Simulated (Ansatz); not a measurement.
CaH$_{2}$O$_{2}$ in space group P-3m1 (No. 164; Ca on 1a, H on 2d, O on 2d), LDA in the plane-wave PAW code Ansatz. The conduction-band minimum lies at Γ, with 1 equivalent valley. Second derivatives d²E/dk² of the lowest band at one valley (eV·Å²), along Cartesian directions:

```csv
direction,d²E/dk²
[100],17.40
[010],17.40
[001],14.56
[110],17.40
[101],15.98
[011],15.98
```

Q: Find the principal effective masses, the density-of-states mass and the conductivity mass.

A: Off-diagonal terms follow from H_xy = H[110] − (H_xx + H_yy)/2, and m*/mₑ = 7.620 eV·Å² over each eigenvalue: 0.44, 0.44, 0.52. One valley's DOS mass (m₁m₂m₃)^(1/3) = 0.46, conductivity mass 3/(Σ 1/mᵢ) = 0.46 mₑ.

Q: What effective density of states Nc follows at 300 K for parabolic valleys?

A: Nc = 2.509e19 × 1 × (0.46)^(3/2) ≈ 7.8e18 cm⁻³.

The first step of the workflow began from a Materials Project structure, measured or hypothetical; the Crystallography Open Database files this formula in space group No. 164, but the cells were not matched. Its standing as an ambient phase is unchecked. Symmetry was held in the LDA relaxation; whether a distortion lowers the energy is not shown. A crystal of weakly bound layers computed without a dispersion correction: the cell and the soft elastic constants depend strongly on that.

Potentials: the later of the program's two PAW sets.

Edges and masses are those of Kohn–Sham bands, whose gap is no quasiparticle gap.
